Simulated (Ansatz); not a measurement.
A geometry of As away from equilibrium: the start of the relaxation of a relaxed As cell, doubled along one cell vector, shaken by Gaussian noise of σ = 0.08 Å a coordinate. Level of theory: r2SCAN (plane waves to 500 eV, PAW, scalar-relativistic; Ansatz, a quantum-chemistry and plane-wave program). Γ-centred k-mesh 8×8×4 on the run's cell (coarser than for final values), Fermi–Dirac smearing 0.05 eV.

```xyz
4
Lattice="1.7934 1.0354 5.0968 -1.7934 1.0354 5.0968 0.0000 -4.1418 10.1936" Properties=species:S:1:pos:R:3:forces:R:3 pbc="T T T" free_energy=-19458.057 pressure_GPa=2.4
As     0.0277     0.0116     3.1878    0.5744    0.4703    1.0155
As    -0.0449    -2.0468     8.3237    1.6328    0.6373    1.1130
As     0.1823     0.0758    12.0634   -1.6577   -0.3749   -0.9419
As     0.0807    -1.9624    17.2221   -0.5495   -0.7327   -1.1866
```

Positions in Å, forces in eV/Å, free energy of the cell in eV (comparable only within this code, potentials and settings). Largest force: 2.08 eV/Å, on As2 (atoms numbered as listed); the geometry lies 0.08 eV/atom above the end of its relaxation.

No spin polarisation in the result. No dispersion correction is included, so spacings between layers, chains or molecules are soft and tend to come out too large.
